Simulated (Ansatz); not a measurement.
**MoW$_{3}$: vibrational free energy, entropy and heat capacity**

These are results of DFT PBE, scalar-relativistic, plane waves, PAW (Ansatz 0.2.0), not measurements. Cutoff 420 eV, 14×14×8 k-points (Γ-centred), Fermi-Dirac smearing of 0.15 eV. No spin polarisation. Phonons by linear response, acoustic sum rule imposed.

Relaxed structure:
```xyz
4
Lattice="3.1778 0.0000 0.0000 0.0000 3.1778 0.0000 0.0000 0.0000 6.3570" Properties=species:S:1:pos:R:3 pbc="T T T"
Mo    0.0000    0.0000    0.0000
W     1.5889    1.5889    1.5849
W     0.0000    0.0000    3.1785
W     1.5889    1.5889    4.7720
```

The structure comes from a generated guess, relaxed at this level; another structure or a mixture of phases may lie lower. In a metal, frequencies and elastic constants depend on the k mesh and the smearing, soft modes and shear constants most. Spin–orbit coupling is left out, which matters for heavy elements. The q mesh is coarse, so values between its points are rough.

Force constants from linear response on a 2×2×1 q mesh, interpolated to a fine mesh.

Question: Give the zero-point energy per atom.

Answer: 30.3 meV.

Question: How large are the vibrational entropy and heat capacity at 300 K?

Answer: S = 3.94 k_B and C_V = 2.84 k_B per atom, 95 % of the Dulong–Petit value.

Question: Tabulate them against temperature.

Answer:
| T (K) | F_vib (meV/atom) | S (k_B/atom) | C_V (k_B/atom) |
| --- | --- | --- | --- |
| 100 | 27.0 | 1.19 | 1.93 |
| 200 | 9.2 | 2.82 | 2.66 |
| 300 | -20.2 | 3.94 | 2.84 |
| 400 | -57.9 | 4.77 | 2.91 |
| 500 | -102.0 | 5.43 | 2.94 |
| 600 | -151.1 | 5.96 | 2.96 |
| 700 | -204.5 | 6.42 | 2.97 |
| 800 | -261.6 | 6.82 | 2.98 |
| 900 | -321.9 | 7.17 | 2.98 |
| 1000 | -385.1 | 7.48 | 2.99 |
